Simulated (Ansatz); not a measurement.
TiO2:
```xyz
6
Lattice="-1.8890 1.8890 4.7917 1.8890 -1.8890 4.7917 1.8890 1.8890 -4.7917" Properties=species:S:1:pos:R:3 pbc="T T T"
Ti     0.0000     0.0000     4.7917
Ti     1.8890     0.0000     2.3959
O      0.0000     0.0000     2.8051
O      1.8890     0.0000     0.4093
O      1.8890     0.0000     4.3824
O      0.0000     0.0000     6.7783
```

Relaxed with r²SCAN.

### Question
Give the Bader charges and basin volumes of the independent atoms, plane-wave PAW r²SCAN (Ansatz code).

### Answer


```csv
atom,Bader charge (e),Bader volume (Å³)
Ti1,+2.37,6.9
O3,-1.19,13.7
```

Space group I4_1/amd (anatase). Symmetry was held in the r²SCAN relaxation. No spin polarisation was allowed.

Potentials: the later of the program's two PAW sets.
